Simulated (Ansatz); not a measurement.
The elements of this relaxed trial crystal are hidden behind letters.

```
lattice vectors (Å)
   0.0000    5.2586    5.2586
   5.2586    0.0000    5.2586
   5.2586    5.2586    0.0000
fractional positions
X 0.5000 0.5000 0.5000
Z 0.0000 0.0000 0.0000
Q 0.7300 0.2700 0.2700
Q 0.2700 0.7300 0.2700
Q 0.2700 0.2700 0.7300
Q 0.2700 0.7300 0.7300
Q 0.7300 0.2700 0.7300
Q 0.7300 0.7300 0.2700
```

Level of theory: Ansatz 0.2.0, DFT PBE, scalar-relativistic, plane waves, PAW. Settings of the last relaxation (8-atom cell): 420 eV, 6×6×6 k points, Gaussian smearing of 0.10 eV, no spin polarisation.

* Space group: Fm-3m (No. 225)
* Conventional cell: a = 10.517 Å
* Volume per atom: 36.35 Å³
* Density: 3.51 g/cm³
* Energy over the elements: −0.26 eV/atom
* Gap on the 6×6×6 mesh of the 8-atom cell: 0 eV (a metal)

Energies are uncorrected and count from the elements' standard states at the same level.

Question: X is a p-block element of period 3, Z is a d-block element of period 5 and Q is a p-block element of period 4. Which elements are they?

Answer: X = Si, Z = Ag, Q = Br, so the formula is SiAgBr6. Density times volume gives a mean mass of 3.51 × 36.35/1.6605 = 76.8 u per atom, and this set has 76.9 u. Si is surrounded by 6 Br at 2.42 Å; Ag has 6 Br at 2.84 Å; Br is surrounded by 1 Si at 2.42 Å and 1 Ag at 2.84 Å. Other sets within the hints have nearly the same mass, so mass alone doesn't settle it; this one was computed.

An odd number of electrons in the primitive cell allows no gap without spin; a larger cell or a magnetic state could open one. The cell is a metal run without spin; a magnetic state may lie lower. Symmetry constrained the relaxation, so the result can be a saddle point.
